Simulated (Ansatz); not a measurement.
Input:

Y:
```cif
data_Y4
_chemical_formula_sum 'Y4'
_space_group_name_H-M_alt 'Fm-3m'
_space_group_IT_number 225
_space_group_name_Hall '-F 4 2 3'
_cell_length_a 4.90178
_cell_length_b 4.90178
_cell_length_c 4.90178
_cell_angle_alpha 90.000
_cell_angle_beta 90.000
_cell_angle_gamma 90.000
loop_
_atom_site_label
_atom_site_type_symbol
_atom_site_symmetry_multiplicity
_atom_site_Wyckoff_symbol
_atom_site_fract_x
_atom_site_fract_y
_atom_site_fract_z
_atom_site_occupancy
Y1 Y 4 a 0.00000 0.00000 0.00000 1
```
(The calculation used a cell of 1 atom; values per cell refer to that cell.)

This is the LDA-relaxed structure.

All from the program Ansatz at the LDA level (PAW), unless another level is named. Predict the vibrational entropy at 300 K.

43.5 J/(K·mol of atoms).

Predict the Debye temperature from the elastic constants.

242 K.

The first step of the workflow began from a Materials Project structure, measured or hypothetical; the Crystallography Open Database files this formula in space group No. 225, but the cells were not matched. It is not the phase usual at ambient conditions (space group No. 194). The cell was relaxed with LDA under the symmetry of its start; its stability against distortions is not shown here. No spin polarisation was allowed. As this level gives no gap, shear constants depend on the k-mesh and smearing (Fermi–Dirac, 0.1 eV here).

Potentials: the earlier of the program's two PAW sets. The files were generated under PBE; for other functionals the program regenerates the frozen cores, and for LDA and PBEsol the local potential too.
